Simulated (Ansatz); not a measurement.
Polymorphs of CaTiO3, each relaxed with DFT-PBE in the program Ansatz with PAW potentials:

A: R-3c
a = b = 5.464 Å, c = 13.301 Å, α = β = 90.00°, γ = 120.00°

| atom | site | symmetry | x | y | z |
|---|---|---|---|---|---|
| Ca | 6a | 32 | 0.0000 | 0.0000 | 0.2500 |
| Ti | 6b | -3. | 0.0000 | 0.0000 | 0.0000 |
| O | 18e | .2 | 0.4299 | 0.4299 | 0.2500 |

B: R3c
a = b = 5.458 Å, c = 13.604 Å, α = β = 90.00°, γ = 120.00°

```csv
atom,site,symmetry,x,y,z
Ca,6a,3.,0.0000,0.0000,0.2789
Ti,6a,3.,0.0000,0.0000,0.0179
O,18b,1,0.0955,0.3361,0.0845
```

Order them by energy per atom at 0 K (lowest first) at the level PBE.

B (+0 meV/atom), A (+9 meV/atom)

Give each one's gap.

A 2.34 eV; B 3.00 eV.

Typed or built starts, not in the databases checked: A; B. Began spin-polarised and lost the moments: A; B. All cells were relaxed under the symmetry of their starts (and spin orders); stability against distortions was not tested throughout.

Energies hold the estimated change up to a 700 eV cutoff; steps of a few meV lie near the error of the meshes.

Potentials: the earlier of the program's two PAW sets.
